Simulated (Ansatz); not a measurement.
AlAu, DFT, r2SCAN, all-electron PAW with datasets made for the crystal, scalar-relativistic (Ansatz 0.2.0), on 1 thread of Arm Neoverse V2 (shared host).

Command: `ansatz run input.yaml --threads 1 --pin off --max-ram 2048MiB --backend cpu --events-out ev --progress --plain --runs-dir out`

```yaml
crystal:
  lattice:
    - [3.223942, 0.0, 0.0]
    - [0.0, 3.223942, 0.0]
    - [0.0, 0.0, 3.223942]
  atoms:
    - { symbol: Al, position: [-0.09, -0.09, -0.09] }
    - { symbol: Au, position: [0.59, 0.59, 0.59] }
kpoints:
  mp_grid: { grid: [9, 9, 9] }
scf:
  occupations: { method: fermi_dirac, width: 0.05 }
hamiltonian:
  xc: r2scan
  pseudopotentials: { kind: all_electron, datasets: crystal }
output:
  forces: true
  stress: true
  eigenvalues: true
  efg: { contact_densities: true }
```

Problem. How large is the problem that the program sets up?

Solution. 85 irreducible k-points, 1863 plane waves at Γ, 27 bands.

Problem. About how long does it take, and how much memory?

Solution. 2.9 min of wall time for 13 SCF iterations, with a peak of 1.9 GiB. Times on shared machines scatter by tens of per cent.
